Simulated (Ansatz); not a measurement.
Input and command of a plane-wave DFT calculation in Ansatz:

```yaml
crystal:
  lattice:
    - [4.9770343724, 0.0, 0.0]
    - [0.0, 4.9770343724, 0.0]
    - [0.0, 0.0, 3.2057128228]
  atoms:
    - { symbol: Si, position: [0.306, 0.306, 0.0] }
    - { symbol: Si, position: [0.194, 0.806, 0.5] }
    - { symbol: Si, position: [0.694, 0.694, 0.0] }
    - { symbol: Si, position: [0.806, 0.194, 0.5] }
    - { symbol: C, position: [0.0, 0.0, 0.0], spin: 1.0 }
    - { symbol: C, position: [0.5, 0.5, 0.5], spin: 1.0 }
basis:
  ecutwfc: 420
kpoints:
  mp_grid: { grid: [4, 4, 6] }
hamiltonian:
  xc: pbe
scf:
  occupations: { method: gaussian, width: 0.1 }
  lower_state_search: "off"
output:
  forces: true
  stress: true
  eigenvalues: true
  populations: true
magnetization:
  spin_polarized: true
```

```bash
ansatz run input.yaml --threads 1 --pin off --max-ram 2560MiB --backend cpu --events-out ev --progress --plain --runs-dir out
```

Processor: Intel(R) Xeon(R) 6975P-C (Granite Rapids), 1 thread, on a host shared with other jobs.

Q: How long does it run, and how much memory does it take?

A: About 8.1 s on 1 thread of Intel(R) Xeon(R) 6975P-C (Granite Rapids), on a shared host, peak memory 0.38 GiB. It solves 19 bands at 24 k points (the mesh reduced by the symmetry that the task leaves, which can be less than the crystal's) with about 1551 plane waves, in 14 SCF iterations.
